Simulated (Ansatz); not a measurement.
Bi:
```
CELL_PARAMETERS angstrom
     -3.25329     3.25329     3.25336
      3.25329    -3.25329     3.25336
      3.25329     3.25329    -3.25336
ATOMIC_POSITIONS crystal
  Bi 0.74992 0.24992 0.99984
  Bi 0.25008 0.75008 0.00016
  Bi 0.75008 0.74992 0.50000
  Bi 0.24992 0.25008 0.50000
```

Relaxed with r²SCAN. Special points in fractions of this cell's reciprocal vectors: Γ (0.000, 0.000, 0.000); X (0.000, 0.000, 0.500); P (0.250, 0.250, 0.250); N (0.000, 0.500, 0.000); M (0.500, 0.500, -0.500); S (0.500, 0.500, -0.500); S0 (-0.500, 0.500, 0.500); R (-0.500, 0.500, 0.500); G (0.500, 0.500, -0.500).

**Question.** List the band energies nearest the Fermi level at these points for r²SCAN with spin–orbit coupling in the plane-wave PAW code Ansatz.

**Answer.** In eV from the Fermi level; about four levels below and three above (degenerate sets whole), none deeper than 8.9 eV; points with the same levels are listed once.

| k | below | above |
|---|---|---|
| Γ | -2.74 -2.74 -2.74 -2.74 -2.74 -2.74 | 1.25 1.25 3.10 3.10 3.10 3.10 3.10 3.10 |
| X | -0.54 -0.54 -0.54 -0.54 | 0.28 0.28 0.28 0.28 |
| P | -1.61 -1.61 -1.61 -1.61 -1.61 -1.61 -1.61 -1.61 | 0.25 0.25 0.25 0.25 0.25 0.25 0.25 0.25 |
| M | -0.83 -0.83 -0.83 -0.83 | 3.88 3.88 3.88 3.88 3.88 3.88 |

Space group Pm-3m. The first step of the workflow began from a Materials Project structure, measured or hypothetical; the Crystallography Open Database copy checked does not list it. It is not the phase usual at ambient conditions (space group No. 166). The cell was relaxed with r²SCAN under the symmetry of its start; its stability against distortions is not shown here. Point labels and valley counts follow the cell and symmetry of the run, lower than the named group.

Potentials: the later of the program's two PAW sets.
